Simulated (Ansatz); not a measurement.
Input file for Ansatz (an electronic-structure program):

Ansatz 0.2 input:
```yaml
crystal:
  lattice:
    - [5.8869179835, 0.0, 0.0]
    - [0.0, 5.8869179835, 0.0]
    - [0.0, 0.0, 5.8869179835]
  atoms:
    - { symbol: Cs, position: [0.0, 0.0, 0.0] }
    - { symbol: Sn, position: [0.5, 0.5, 0.5] }
    - { symbol: Br, position: [0.5, 0.0, 0.5] }
    - { symbol: Br, position: [0.0, 0.5, 0.5] }
    - { symbol: Br, position: [0.5, 0.5, 0.0] }
kpoints:
  mp_grid: { grid: [4, 4, 4] }
basis: { xc_grid: 2 }
hamiltonian:
  xc: pbe
  pseudopotentials: { kind: paw }
scf:
  occupations: { method: fixed }
output:
  optics: { e_range: [0.0, 15.0], de: 0.05, sigma: 0.1, bands: { spectra_wanted_up_to: 12 eV } }
```

Output (shortened):

```
output.optics: the spectra are integrated over the Brillouin zone by k·p interpolation around the k-points, where levels, occupations, output.optics.sigma and …
Pseudopotential: Cs, paw, valence charge 9
Pseudopotential: Sn, paw, valence charge 14
Pseudopotential: Br, paw, valence charge 7
Functional definition: PBE
Crystal: 5 atoms, lattice volume = 204.016 Å³
Basis set: ecut = 420 eV, 3911 PW (Γ), exchange–correlation on 80×80×80 points (8 copies of the dense FFT grid, shifted against one another)
Bands: 27, of which v1, the nominal top of the filled ones, is band 22 counted from 1 (21 counted from 0)
Symmetry: 48 space group operations
Space group: Pm-3m (ITA 221), of the structure as read, at distance tolerance 5.9e-5 Å
k-points: 10 of 64
SCF iter   1: F=—  HF=-20050.692255 eV  |F-HF|=—  |Δ(HF+E_count)|=         —  Δρ=1.19e-3  dr2=7.50e-3  ethr=1.77e-3  ⟨swp⟩=5.4  Hψ=1130  notcnv=0  defer=26
preconditioner: auto → Resta (q_TF=auto, 2.113 Å⁻¹)
SCF iter   2: F=—  HF=-20050.691440 eV  |F-HF|=—  |Δ(HF+E_count)|=   8.15e-4  Δρ=6.16e-4  dr2=2.09e-3  ethr=1.71e-5  ⟨swp⟩=2.7  Hψ=519  notcnv=0  defer=28
SCF iter   3: F=—  HF=-20050.690944 eV  |F-HF|=—  |Δ(HF+E_count)|=   4.96e-4  Δρ=1.53e-4  dr2=1.62e-4  ethr=4.75e-6  ⟨swp⟩=3.1  Hψ=438  notcnv=0  defer=29
SCF iter   4: F=—  HF=-20050.690908 eV  |F-HF|=—  |Δ(HF+E_count)|=   3.66e-5  Δρ=6.30e-5  dr2=2.36e-5  ethr=3.69e-7  ⟨swp⟩=2.6  Hψ=456  notcnv=0  defer=28
SCF iter   5: F=—  HF=-20050.690903 eV  |F-HF|=—  |Δ(HF+E_count)|=   4.30e-6  Δρ=2.04e-5  dr2=1.90e-6  ethr=5.36e-8  ⟨swp⟩=2.4  Hψ=411  notcnv=0  defer=23
SCF iter   6: F=—  HF=-20050.690906 eV  |F-HF|=—  |Δ(HF+E_count)|=   2.55e-6  Δρ=5.24e-6  dr2=6.77e-8  ethr=4.31e-9  ⟨swp⟩=2.0  Hψ=471  notcnv=0  defer=15
SCF iter   7: F=—  HF=-20050.690906 eV  |F-HF|=—  |Δ(HF+E_count)|=   7.50e-8  Δρ=1.06e-6  dr2=1.98e-9  ethr=1.54e-10  ⟨swp⟩=2.0  Hψ=466  notcnv=0  defer=15
SCF iter   8: F=—  HF=-20050.690906 eV  |F-HF|=—  |Δ(HF+E_count)|=   4.15e-9  Δρ=1.63e-7  dr2=7.05e-11  ethr=4.49e-12  ⟨swp⟩=2.0  Hψ=477  notcnv=0  defer=15
SCF iter   9: F=-20050.690906 eV  HF=-20050.690906 eV  |F-HF|=3.64e-12  |Δ(HF+E_count)|=  2.55e-10  Δρ=3.17e-8  dr2=3.66e-12  ethr=1.00e-12  ⟨swp⟩=11.3  Hψ=1324  notcnv=0
SCF 1 converged in 9 iterations: F = -20050.690906 eV  dr2 = 3.66e-12
NSCF: frozen V_eff on 10 k-points
Optics k sum: 0 of 10 k-points
Optics k sum: 1 of 10 k-points
Optics k sum: 2 of 10 k-points
Optics k sum: 3 of 10 k-points
Optics k sum: 4 of 10 k-points
Optics k sum: 5 of 10 k-points
Optics k sum: 6 of 10 k-points
Optics k sum: 7 of 10 k-points
Optics k sum: 8 of 10 k-points
Optics k sum: 9 of 10 k-points
Optics k sum: 10 of 10 k-points
Optics k sum: 0 of 10 k-points
Optics k sum: 1 of 10 k-points
Optics k sum: 2 of 10 k-points
Optics k sum: 3 of 10 k-points
Optics k sum: 4 of 10 k-points
Optics k sum: 5 of 10 k-points
Optics k sum: 6 of 10 k-points
Optics k sum: 7 of 10 k-points
Optics k sum: 8 of 10 k-points
Optics k sum: 9 of 10 k-points
Optics k sum: 10 of 10 k-points
output.optics: what the bands over the 66 summed would add to eps1, eps2 and the energy-loss function is held between a lower and an upper bound (9 Lanczos …
SCF converged after 9 iterations
Free energy (F): -20050.690906 eV
Harris-Foulkes:  -20050.690906 eV  (|F-HF|=3.64e-12)
Internal energy: -20050.690906 eV  (E = F + TS)
E sigma→0 (E₀):  -20050.690906 eV
Fermi energy:    4.169806 eV
--- Per-component energies (eV) ---
  E_band       = -297.689942
  E_kinetic    = 725.678478
  E_local      = -2562.508489  (includes V_loc(G=0)·N_el)
  E_nonlocal   = 207.699728
  E_hartree    = 1133.751503
  E_xc         = -1351.030207
  E_vxc        = -533.306257  (∫ρ·V_xc dr)
  E_paw        = -15938.067723  (= ΣΔE_a)
  E_vpaw       = -402.756433  (= ΣTr[D̂ρ^β])
  E_aug_tail   = -0.000002  (compensation charges beyond the density's cutoff)
  E_ewald      = -2266.214194
  E_smearing   =  0.000000  (= −TS)
  E_closure    = 0.000000  (closes the sum)
  Σ components = -20050.690906   (vs F -20050.690906, Δ=0.00e0)
  [band-id]    e_kinetic+e_local+e_nonlocal+2·e_hartree+e_vxc+e_vpaw+e_augmentation_tail = -297.689968   (vs E_band -297.689942, Δ=-2.60e-5)
--- Band table (eV; the first three rows and the last of 10) ---
  k-point 0: bands = ["-17.9503", "-17.9503", "-17.9491", "-17.9283", "-17.9283", "-17.9283", "-11.2099", "-10.7247", "-10.7247", "-4.7442", "-4.7442", "-4.7442", "-2.0084", "-0.8044", "-0.8044", "-0.8044", "1.3707", "1.3707", "1.3707", "1.4891", "1.4891", …
  k-point 1: bands = ["-17.9503", "-17.9486", "-17.9478", "-17.9284", "-17.9284", "-17.9283", "-11.1558", "-10.7919", "-10.7238", "-4.7388", "-4.7383", "-4.7383", "-2.6724", "-0.7597", "-0.7597", "0.2495", "1.2940", "1.2940", "1.3066", "1.4281", "1.4281", …
  k-point 2: bands = ["-17.9503", "-17.9481", "-17.9453", "-17.9285", "-17.9285", "-17.9283", "-11.0665", "-10.8945", "-10.7229", "-4.7337", "-4.7324", "-4.7324", "-3.0286", "-0.7114", "-0.7114", "0.7202", "1.2011", "1.2011", "1.2454", "1.3827", "1.3827", …
  k-point 9: bands = ["-17.9465", "-17.9428", "-17.9428", "-17.9287", "-17.9287", "-17.9287", "-10.8913", "-10.8913", "-10.8913", "-4.7776", "-4.7776", "-4.7776", "-4.3705", "0.6329", "0.6329", "0.6329", "1.0642", "1.0642", "1.8453", "1.8453", "1.8453", …
```

Cost: around 80 core-seconds (rough) on shared cores.

Symmetry was held in the PBE relaxation; of distortions, only those at the zone centre were tested. Spin–orbit coupling is left out wherever it is not named.

Potentials: the later of the program's two PAW sets.

Ansatz is a plane-wave DFT program.
